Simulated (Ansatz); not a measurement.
NaCoO₂:
```
CELL_PARAMETERS angstrom
      1.44486     0.83419     5.12188
     -1.44486     0.83419     5.12188
      0.00000    -1.66838     5.12188
ATOMIC_POSITIONS crystal
  Na 0.00000 0.00000 0.00000
  Co 0.50000 0.50000 0.50000
  O  0.22915 0.22915 0.22915
  O  0.77085 0.77085 0.77085
```

Relaxed with PBEsol. Independent-particle spectrum: no excitons, no local fields, no scissors shift; 0.1 eV broadening; ε₁ of the summed bands alone.

Task: Tabulate the dielectric function from DFT-PBEsol in the program Ansatz with PAW potentials.

Result: 

```tsv
E (eV)	ε₁ xx	ε₂ xx	ε₁ zz	ε₂ zz
0.0	10.21	0.00	5.58	0.00
0.5	10.72	0.00	5.80	0.00
1.0	13.69	1.40	7.28	1.73
1.5	16.42	6.73	5.48	3.07
2.0	5.75	12.11	3.99	1.58
2.5	-4.21	7.09	3.49	1.10
3.0	3.35	0.54	4.25	0.24
3.5	11.44	2.77	5.59	0.38
4.0	3.47	6.72	5.91	0.52
4.5	2.23	9.10	8.18	2.83
5.0	2.61	8.12	6.90	5.21
5.5	-2.36	5.08	6.74	5.92
6.0	-2.08	3.94	-2.91	4.83
6.5	-0.14	2.65	1.95	2.93
7.0	0.00	1.95	1.65	2.82
7.5	-0.42	5.17	2.02	8.07
8.0	-1.13	1.30	-0.36	3.15
8.5	-0.15	0.74	-0.01	1.82
9.0	0.59	0.68	0.71	1.18
9.5	0.99	0.97	1.64	1.20
10.0	1.02	0.98	2.37	2.84
10.5	1.21	0.85	0.35	1.76
11.0	1.59	0.89	1.93	1.33
11.5	1.81	1.09	1.87	3.06
12.0	1.93	1.41	0.56	2.23
```

Task: From ε at 1.5 eV (xx: 16.42 + 6.73i), find n, k, the normal reflectivity and the absorption coefficient.

Result: n = 4.13, k = 0.814, R = 39 %, α = 2kE/ħc = 120000 cm⁻¹.

With all bands, ε∞ without local fields is 10.4 (xx = yy), 5.81 (zz). DFPT, with local fields, gives 10.0 (xx = yy), 4.14 (zz).

Space group R-3m. The first step of the workflow began from a Materials Project structure, measured or hypothetical; the Crystallography Open Database copy checked does not list it. Its standing as an ambient phase is unchecked. Symmetry was held in the PBEsol relaxation; whether a distortion lowers the energy is not shown. The run is not spin-polarised. No Hubbard U is applied.

Potentials: the later of the program's two PAW sets.
